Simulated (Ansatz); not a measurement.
Ge4MoW: a bulk modulus from differences

The cell was found from a structure generator's guess, not taken from experiment.

Method: Ansatz 0.2.0, DFT PBE, scalar-relativistic, plane waves, PAW. Cutoff 420 eV, Γ-centred 10×10×8 mesh (6-atom cell), Gaussian smearing of 0.10 eV, no spin polarisation.

```
Ge Mo W
1.0
     2.36198   -4.14314    0.00000
     2.36198    4.14314    0.00000
     0.00000    0.00000    4.72344
Ge Mo W
4 1 1
Direct
  0.33769 0.66231 0.00000
  0.83812 0.16188 0.50000
  0.66231 0.33769 0.00000
  0.16188 0.83812 0.50000
  0.00000 0.00000 0.00000
  0.50000 0.50000 0.50000
```

The cell was set to several volumes, with shape and atoms relaxed at each where symmetry leaves them free. Pressure is positive in compression, and energies count from the lowest row. No row has a gap on its mesh.

| row | V (Å³/atom) | P (GPa) | ΔE (meV/atom) |
| --- | --- | --- | --- |
| 1 | 13.559 | 28.85 | 147.1 |
| 2 | 14.021 | ? | ? |
| 3 | 14.483 | 11.96 | 32.4 |
| 4 | 14.946 | 5.46 | 7.6 |
| 5 | 15.408 | 0.00 | 0.0 |
| 6 | 15.870 | -4.58 | 6.9 |
| 7 | 16.332 | -8.42 | 25.9 |
| 8 | 16.949 | -12.56 | 66.7 |

Problem. Find B = −V·ΔP/ΔV from rows 4 and 6 and from rows 1 and 3, and from the two its slope B′ and its value B0 at zero pressure.

Solution. Rows 4 and 6 give −(14.946 + 15.870)/2 × (-4.58 − (5.46))/(15.870 − 14.946) = 167.4 GPa at a mean pressure of 0.44 GPa. Rows 1 and 3 give −(13.559 + 14.483)/2 × (11.96 − (28.85))/(14.483 − 13.559) = 256.3 GPa at a mean pressure of 20.41 GPa. So B′ = (256.3 − 167.4)/(20.41 − (0.44)) = 4.45 and B0 = 167.4 − 4.45 × (0.44) = 165.4 GPa. A third-order Birch–Murnaghan fit to all the energies gives B0 = 166.4 GPa and B′ = 4.8.

Problem. Estimate the pressure and energy of row 2.

Solution. From row 5, V0 = 15.408 × (1 + (0.00)/165.4) = 15.408 Å³/atom. Murnaghan's form P = (B0/B′)·[(V0/V)^B′ − 1] gives (165.4/4.45) × [(15.408/14.021)^4.45 − 1] = 19.39 GPa; the computed pressure is 19.67 GPa, so the estimate is off by -0.28 GPa. The work of compression from row 3, with the mean of the two pressures, gives ΔE = 32.4 + (19.39 + 11.96)/2 × (14.483 − 14.021)/160.2 × 1000 = 77.6 meV/atom (1 eV/Å³ = 160.2 GPa); the computed value is 77.6 meV/atom.

Spin–orbit coupling, which can matter for W, is left out. All volumes keep the k mesh of the relaxed cell. Symmetry constrained the relaxation, so the result can be a saddle point.
